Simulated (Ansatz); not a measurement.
Data:

IrC:
```yaml
crystal:
  lattice:
    - [3.04414, 0.00000, 0.00000]
    - [-1.52207, 2.63630, 0.00000]
    - [0.00000, 0.00000, 2.66744]
  atoms:
    - { symbol: Ir, position: [0.00000, 0.00000, 0.00000] }
    - { symbol: C, position: [0.33333, 0.66667, 0.50000] }
```

This is the PBE-relaxed structure.

Q: All from DFT-PBE in the program Ansatz with PAW potentials, unless another level is named. Give the electronic character.

A: metallic (no gap).

Q: Predict the formation energy from the elements (no fitted shifts).

A: 1.23 eV/atom.

Q: What about the density of states at the Fermi level?

A: 0.71 states/eV per atom (mean over ±0.08 eV).

Q: Predict the gap with spin–orbit coupling.

A: none (metallic).

Space group P-6m2. The start of the workflow was typed in or built on a structure type; neither database checked (COD, Materials Project) lists it. Its standing as an ambient phase is unchecked. The PBE relaxation kept the symmetry of its start; its stability against distortions is not shown here. The run is not spin-polarised. Its formation energy is positive at this level, so the cell may be metastable or incomplete. The references are the lowest solids computed at this level, not always the standard phases. Spin–orbit coupling is left out wherever it is not named.

Potentials: the earlier of the program's two PAW sets.
